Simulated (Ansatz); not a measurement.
CsLaS₂:
```cif
data_CsLaS2
_chemical_formula_sum 'Cs1 La1 S2'
_space_group_name_H-M_alt 'P 1'
_space_group_IT_number 1
_cell_length_a 8.45890
_cell_length_b 8.45890
_cell_length_c 8.45890
_cell_angle_alpha 29.714
_cell_angle_beta 29.714
_cell_angle_gamma 29.714
loop_
_space_group_symop_operation_xyz
  'x, y, z'
loop_
_atom_site_label
_atom_site_type_symbol
_atom_site_fract_x
_atom_site_fract_y
_atom_site_fract_z
_atom_site_occupancy
Cs1 Cs 0.00000 0.00000 0.00000 1
La1 La 0.50000 0.50000 0.50000 1
S1 S 0.22918 0.22918 0.22918 1
S2 S 0.77082 0.77082 0.77082 1
```

Relaxed with r²SCAN. Plane-wave PAW r²SCAN (Ansatz code) gives a gap of 2.84 eV.

### Question
What gap does HSE06 give on the same cell (Ansatz, PAW)?

### Answer
3.35 eV, 0.51 eV more. The hybrid was solved on a coarser mesh and at special points; the gap given is the minimum over both.

Cost on shared cores: the r²SCAN run (SCF on a 8×8×8 mesh, then bands and DOS) roughly 110 core-seconds, the HSE06 run (SCF on 6×6×6, then a few points) very roughly 14 core-minutes; the tasks are unlike.

Space group R-3m. The workflow started from a Materials Project entry (that database holds measured and hypothetical structures alike); the Crystallography Open Database copy checked does not list it. Whether it is the stable phase at ambient conditions was not checked. Symmetry was held in the r²SCAN relaxation; whether a distortion lowers the energy is not shown. Spin–orbit coupling is left out wherever it is not named.

Potentials: the later of the program's two PAW sets.
